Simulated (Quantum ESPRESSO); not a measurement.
# Planted mistakes on one cell of Ga2GePNO2

The results below are calculated, not measured. They come from pw.x of Quantum ESPRESSO 7.5, a plane-wave density functional program, with PseudoDojo standard norm-conserving files (v0.5 for PBE, v0.4.1 for LDA and PBEsol). The cells are made up: elements, strain and atom displacements were drawn at random, and nothing was relaxed. There is no spin polarisation, spin-orbit coupling or dispersion term.

The cell has 8 sites of a wurtzite lattice (rectangular cell). Sites 1 to 4 hold Ga empty Ga Ge; sites 5 to 8 hold P N O O. Cell vectors in Å: (3.338, 0.000, 0.000); (0.000, 5.781, 0.000); (0.000, 0.000, 5.451). Settings: PBE, cutoff 1143 eV, 5 x 4 x 4 k mesh shifted by half a step, Fermi-Dirac smearing of 0.025 eV.

The intended run has a self-consistency threshold of 1e-07 eV, a smearing term of 0.000 eV, a pressure of 11.66 GPa and 12 iterations. Each further run changes one thing: all lengths scaled by 1.0052; atoms of sites 6 and 8 exchanged; cutoff 639 eV; files of LDA; k mesh 2 x 2 x 2; one electron added; smearing 0.64 eV; threshold 0.3 eV. A coarse mesh keeps the shift, and a charged cell sits in a uniform background.

```
run,change of free energy (eV),smearing term -TS (eV),change of P (GPa),largest change of a force component (eV/Å),iterations
A,1.579,-0.004,3.55,1.365,14
B,34.244,0.000,-296.92,0.255,13
C,-0.109,0.000,-2.18,0.328,13
D,-0.744,0.000,-1.12,0.239,13
E,-0.547,-1.759,2.58,0.675,12
F,9.024,0.000,-8.23,0.444,12
G,0.060,0.000,1.59,0.365,6
H,9.348,-0.007,24.45,0.652,13
```

A rerun of the intended cell at 1437 eV and k mesh 7 x 6 x 6 moved values by no more than 0.012 eV in the cell's energy, 0.21 GPa in stress and 0.012 eV/Å in force.

Question: which change belongs to which run?

## Worked reading

Run G has the fewest iterations, as a run stopped early does. Run E has the largest smearing term, as wide smearing gives. Run B has a higher energy and the largest fall in pressure, as too small a basis gives. Run C changes the volume by a factor of 1.0157; minus its pressure change over the logarithm of that factor, 140 GPa, is a rough bulk modulus with clamped atoms. Energies from files of another functional, or of a charged cell, have another zero and say nothing on stability; the pressure of a charged cell rests on the program's zero of potential too.

## Key

```
run                            change
  A  atoms of sites 6 and 8 exchanged
  B                     cutoff 639 eV
  C      all lengths scaled by 1.0052
  D                  k mesh 2 x 2 x 2
  E                  smearing 0.64 eV
  F                      files of LDA
  G                  threshold 0.3 eV
  H                one electron added
```